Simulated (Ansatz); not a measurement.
Space group R-3m:H (No. 166). a = 4.309 Å, b = 4.309 Å, c = 13.667 Å, α = 90.00°, β = 90.00°, γ = 120.00°
```tsv
atom	site	symmetry	x	y	z
Li	6c	3m	0.6667	0.3333	0.7371
Li	3a	-3m	0.0000	0.0000	0.0000
Ga	6c	3m	0.0000	0.0000	0.8002
```

Equation of state of this Li3Ga2 structure (not necessarily the ground state), with shape and atoms relaxed at each volume where symmetry leaves them free. It has no gap at any of these volumes. Theory: DFT PBEsol, scalar-relativistic, plane waves, PAW in Ansatz.

Plane waves to 420 eV, a k mesh through Γ of 12×12×12 on the computed 5-atom cell and Gaussian smearing (0.10 eV); no spin polarisation.

```json
{"V (Å³/atom)": "12.894", "E − E(largest V) (meV/atom)": "17.62", "P (GPa)": "6.84"}
{"V (Å³/atom)": "13.334", "E − E(largest V) (meV/atom)": "1.84", "P (GPa)": "4.71"}
{"V (Å³/atom)": "13.774", "E − E(largest V) (meV/atom)": "-8.53", "P (GPa)": "2.89"}
{"V (Å³/atom)": "14.213", "E − E(largest V) (meV/atom)": "-14.26", "P (GPa)": "1.34"}
{"V (Å³/atom)": "14.653", "E − E(largest V) (meV/atom)": "-16.01", "P (GPa)": "0.00"}
{"V (Å³/atom)": "15.092", "E − E(largest V) (meV/atom)": "-14.37", "P (GPa)": "-1.15"}
{"V (Å³/atom)": "15.532", "E − E(largest V) (meV/atom)": "-9.83", "P (GPa)": "-2.13"}
{"V (Å³/atom)": "16.118", "E − E(largest V) (meV/atom)": "0.00", "P (GPa)": "-3.20"}
```

Fit a third-order Birch–Murnaghan equation to E(V).

V0 = 14.65 Å³/atom, B0 = 41 GPa, B0' = 4.2.